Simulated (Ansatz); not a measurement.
Data:

Y3In5:
```xyz
16
Lattice="4.9419 -4.0266 0.0000 4.9419 4.0266 0.0000 0.0000 0.0000 10.3677" Properties=species:S:1:pos:R:3 pbc="T T T"
Y      4.9419     1.0158     2.5919
Y      4.9419    -1.0158     7.7758
Y      7.8765     0.0000     5.1839
Y      2.0074     0.0000     5.1839
Y      2.0074     0.0000     0.0000
Y      7.8765     0.0000     0.0000
In     4.9419    -3.9466     2.5919
In     4.9419     3.9466     7.7758
In     4.9419    -1.5327     0.4832
In     4.9419     1.5327     9.8845
In     4.9419     1.5327     5.6671
In     4.9419    -1.5327     4.7006
In     2.8101    -1.6759     2.5919
In     7.0738     1.6759     7.7758
In     2.8101     1.6759     7.7758
In     7.0738    -1.6759     2.5919
```

This is the r²SCAN-relaxed structure.

Problem. All from DFT-r²SCAN in the program Ansatz with PAW potentials, unless another level is named. Predict the density of states at the Fermi level.

Solution. 0.47 states/eV per atom (mean over ±0.08 eV).

Problem. What about the formation energy from the elements (no fitted shifts)?

Solution. -0.63 eV/atom.

Space group Cmcm. The workflow started from a Materials Project entry (that database holds measured and hypothetical structures alike); the Crystallography Open Database copy checked does not list it. Its standing as an ambient phase is unchecked. The cell was relaxed with r²SCAN under the symmetry of its start; whether a distortion lowers the energy is not shown. The run is not spin-polarised. The references are the lowest solids computed at this level, not always the standard phases. Spin–orbit coupling is left out wherever it is not named.

Potentials: the earlier of the program's two PAW sets.
